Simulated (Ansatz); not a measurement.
GaAs (zinc blende)

```xyz
4
Lattice="0.0000 5.7456 5.7456 2.8728 0.0000 2.8728 2.8728 2.8728 0.0000" Properties=species:S:1:pos:R:3 pbc="T T T"
As     4.3092     4.3092     4.3092
As     4.3092     7.1820     7.1820
Ga     0.0000     0.0000     0.0000
Ga     2.8728     5.7456     2.8728
```

The atoms are displaced by Q × the pattern below (from a DFPT mode at L = (0.5, 0.0, 0.0), largest move 1; Q in Å), at fixed cell. (q is in reciprocal vectors of the primitive cell; the cell shown is doubled to hold the pattern.)

```csv
atom,x,y,z
As1,0.577,-0.577,-0.577
As2,-0.577,0.577,0.577
Ga3,0.546,-0.546,-0.546
Ga4,-0.546,0.546,0.546
```

The numbers are results of PBE (plane waves to 420 eV, PAW, scalar-relativistic; Ansatz, a quantum-chemistry and plane-wave program), not measurements. k mesh 5×10×10 (Γ-centred), Fermi-Dirac smearing 0.05 eV. Energies are smeared free energies. As the smearing reaches across the gap at some points, energies and forces of such displacements shift with the k mesh and the smearing. GaAs was relaxed with its symmetry unable to fall. ΔE is measured from the undisplaced structure.

```json
[
 {"Q (Å)": "-0.180", "ΔE (meV/cell)": "593"},
 {"Q (Å)": "-0.120", "ΔE (meV/cell)": "275"},
 {"Q (Å)": "-0.060", "ΔE (meV/cell)": "70"},
 {"Q (Å)": "0.000", "ΔE (meV/cell)": "0"},
 {"Q (Å)": "0.060", "ΔE (meV/cell)": "70"},
 {"Q (Å)": "0.120", "ΔE (meV/cell)": "275"},
 {"Q (Å)": "0.180", "ΔE (meV/cell)": "593"}
]
```

Task: Which DFPT wavenumber at L = (0.5, 0.0, 0.0) belongs to this mode?
A. 197 cm⁻¹
B. 60 cm⁻¹
C. 243 cm⁻¹

Result: A, 197 cm⁻¹. The curvature of the scan gives 197 cm⁻¹

(A displaced cell: forces are minus the slopes of the energy, force constants its curvatures, and phonons follow from these.)
